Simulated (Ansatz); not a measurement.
What settings do to one calculation: B started on a Zr site next to H started midway between two neighbours in cubic perovskite BaZrO3, 21 atoms, charge −1

Ansatz (PAW, plane waves), atoms fixed. The base input:

```yaml
crystal:
  lattice:
    - [8.361961, 0.000000, 0.000000]
    - [0.000000, 8.361961, 0.000000]
    - [0.000000, 0.000000, 4.180980]
  atoms:
    - { symbol: Ba, position: [0.989261, 0.007466, 0.995207] }
    - { symbol: Ba, position: [0.003744, 0.499455, 0.010606] }
    - { symbol: Ba, position: [0.497344, 0.000420, 0.032569] }
    - { symbol: Ba, position: [0.487648, 0.511945, 0.998863] }
    - { symbol: B, position: [0.244467, 0.241048, 0.505150], spin: 0.143 }
    - { symbol: Zr, position: [0.258693, 0.750716, 0.504114] }
    - { symbol: Zr, position: [0.757303, 0.239480, 0.506495] }
    - { symbol: Zr, position: [0.749125, 0.739345, 0.477797] }
    - { symbol: O, position: [0.252998, 0.249030, 0.985181], spin: 0.143 }
    - { symbol: O, position: [0.246367, 0.738179, 0.998423] }
    - { symbol: O, position: [0.751884, 0.241712, 0.968681] }
    - { symbol: O, position: [0.747913, 0.750385, 0.015784] }
    - { symbol: O, position: [0.001560, 0.245331, 0.493903], spin: 0.143 }
    - { symbol: O, position: [0.983475, 0.746447, 0.483258] }
    - { symbol: O, position: [0.508515, 0.253366, 0.508163], spin: 0.143 }
    - { symbol: O, position: [0.507096, 0.743907, 0.481699] }
    - { symbol: O, position: [0.252933, 0.994471, 0.496641], spin: 0.143 }
    - { symbol: O, position: [0.245203, 0.500273, 0.500009], spin: 0.143 }
    - { symbol: O, position: [0.741702, 0.002506, 0.502706] }
    - { symbol: O, position: [0.742110, 0.500714, 0.491315] }
    - { symbol: H, position: [0.250446, 0.259122, 0.240440], spin: 0.143 }
  symmetry: { detect: false }
kpoints:
  mp_grid: { grid: [1, 1, 1], shift: [0.25, 0.25, 0.25] }
hamiltonian:
  xc: pbesol
total_charge: -1
magnetization:
  spin_polarized: true
scf:
  occupations: { method: fermi_dirac, width: 0.01 }
output:
  forces: true
  eigenvalues: true
  populations: true
  charged_corrections: { epsilon: 40 }
  eigenstates: { kpoints: [[0.25, 0.25, 0.25]], e_range: [-6.0, 6.0], localisation: true }
```

Command:

```sh
ansatz run in.yaml --threads 2 --pin off --max-ram 19000MiB --runs-dir r --events-out ev --progress --plain
```

It converged in 14 iterations and 12 s of wall time on 2 threads of an EPYC 7R13 processor, on a host shared with other runs; peak host memory 0.77 GiB; largest force component 8.49 eV/Å. The cutoff was the default, 420 eV. The base isn't a converged reference: it has few k points, and its atoms are unrelaxed, some of them close together. Each run below changes the keys shown and caps the iterations.

```
run                                                                          changed         ending  iterations  free energy less the base (meV per atom)  rms change of forces (eV/Å)  change of pressure (GPa)  wall time (s, shared host)
  2                            ecutrho_ratio 6, initial_magnetization 2, max_iter 80      converged          12                                       0.0                        0.000                         –                     7.6 CPU
  3                                       xc_grid 3 (2 is the default), max_iter 100      converged          14                                       0.0                        0.000                         –                     8.1 CPU
  4                                                       width 2.0 eV, max_iter 100      converged          16                                   -1717.8                        1.032                         –                      15 CPU
  5  dr2_threshold 1e-12, xc_grid 1 (2 is the default), mixing beta 1.0, max_iter 90      converged          20                                       0.0                        0.001                         –                       9 CPU
  6                                                   dr2_threshold 0.01, max_iter 2  not converged           –                                         –                            –                         –                           –
```

Runs lost to time or memory, or doubtful for a known weakness of the program, are left out.

Which changes leave the result alone, and which of the same physical model moves the forces most?

The forces move by under 0.002 eV/Å in runs 2, 3, 5. Run 4 (width 2.0 eV, max_iter 100) moves them most among the runs with the same functional, charge and dispersion term, by 1.032 eV/Å.

Why did some runs give no result?

- run 6: did not converge after 2 iterations: dr2 = 1.36e1 (threshold 1.00e-2), under the density mixer `msr1`, which `scf.mixing.algorithm: auto` chose by the deck's other keys (type `scf.mixing.algorithm: msr1` to keep it);
